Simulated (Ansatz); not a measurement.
S:
```yaml
crystal:
  lattice:
    - [0.00000, 6.12890, 11.77437]
    - [4.98367, 0.00000, 11.77437]
    - [4.98367, 6.12890, 0.00000]
  atoms:
    - { symbol: S, position: [0.88325, 0.75863, 0.78070] }
    - { symbol: S, position: [0.75863, 0.88325, 0.57741] }
    - { symbol: S, position: [0.57741, 0.78070, 0.75863] }
    - { symbol: S, position: [0.78070, 0.57741, 0.88325] }
    - { symbol: S, position: [0.36675, 0.49137, 0.46930] }
    - { symbol: S, position: [0.49137, 0.36675, 0.67259] }
    - { symbol: S, position: [0.67259, 0.46930, 0.49137] }
    - { symbol: S, position: [0.46930, 0.67259, 0.36675] }
    - { symbol: S, position: [0.81374, 0.93862, 0.91058] }
    - { symbol: S, position: [0.93862, 0.81374, 0.33705] }
    - { symbol: S, position: [0.33705, 0.91058, 0.93862] }
    - { symbol: S, position: [0.91058, 0.33705, 0.81374] }
    - { symbol: S, position: [0.43626, 0.31138, 0.33942] }
    - { symbol: S, position: [0.31138, 0.43626, 0.91295] }
    - { symbol: S, position: [0.91295, 0.33942, 0.31138] }
    - { symbol: S, position: [0.33942, 0.91295, 0.43626] }
    - { symbol: S, position: [0.02184, 0.88155, 0.80589] }
    - { symbol: S, position: [0.88155, 0.02184, 0.29072] }
    - { symbol: S, position: [0.29072, 0.80589, 0.88155] }
    - { symbol: S, position: [0.80589, 0.29072, 0.02184] }
    - { symbol: S, position: [0.22816, 0.36845, 0.44411] }
    - { symbol: S, position: [0.36845, 0.22816, 0.95928] }
    - { symbol: S, position: [0.95928, 0.44411, 0.36845] }
    - { symbol: S, position: [0.44411, 0.95928, 0.22816] }
    - { symbol: S, position: [0.95119, 0.06468, 0.62136] }
    - { symbol: S, position: [0.06468, 0.95119, 0.36277] }
    - { symbol: S, position: [0.36277, 0.62136, 0.06468] }
    - { symbol: S, position: [0.62136, 0.36277, 0.95119] }
    - { symbol: S, position: [0.29881, 0.18532, 0.62864] }
    - { symbol: S, position: [0.18532, 0.29881, 0.88723] }
    - { symbol: S, position: [0.88723, 0.62864, 0.18532] }
    - { symbol: S, position: [0.62864, 0.88723, 0.29881] }
```

Relaxed with LDA. Special points in fractions of this cell's reciprocal vectors: Γ (0.000, 0.000, 0.000); Y (0.500, 0.000, 0.500); T (1.000, 0.500, 0.500); Z (0.500, 0.500, 0.000); Σ0 (0.000, 0.460, 0.460); U0 (1.000, 0.540, 0.540); C0 (0.500, 0.129, 0.629); A0 (0.500, 0.871, 0.371); L (0.500, 0.500, 0.500).

Q: List the band energies nearest the valence-band maximum at these points for LDA in the plane-wave PAW code Ansatz.

A: In eV from the valence-band maximum; about four levels below and three above (degenerate sets whole), none deeper than 8.9 eV; points with the same levels are listed once.

```json
[
 {"k": "Γ", "below": "-0.81 -0.74 -0.36 0.00", "above": "1.81 1.94 2.06"},
 {"k": "Y", "below": "-0.62 -0.62 -0.24 -0.24", "above": "1.77 1.77 2.06 2.06"},
 {"k": "T", "below": "-0.57 -0.57 -0.33 -0.33", "above": "1.60 1.60 1.86 1.86"},
 {"k": "Z", "below": "-0.84 -0.84 -0.18 -0.18", "above": "1.83 1.83 2.23 2.23 2.23 2.23"},
 {"k": "Σ0", "below": "-0.58 -0.56 -0.39 -0.29", "above": "1.60 1.63 1.81"},
 {"k": "C0", "below": "-0.64 -0.64 -0.32 -0.32", "above": "1.76 1.76 2.19 2.19"},
 {"k": "L", "below": "-0.67 -0.62 -0.58 -0.34", "above": "1.95 1.97 2.09"}
]
```

Space group Fddd (α-S8). Symmetry was held in the LDA relaxation. A crystal of weakly bound molecules computed without a dispersion correction: the cell and the soft elastic constants depend strongly on that.

Potentials: the later of the program's two PAW sets.
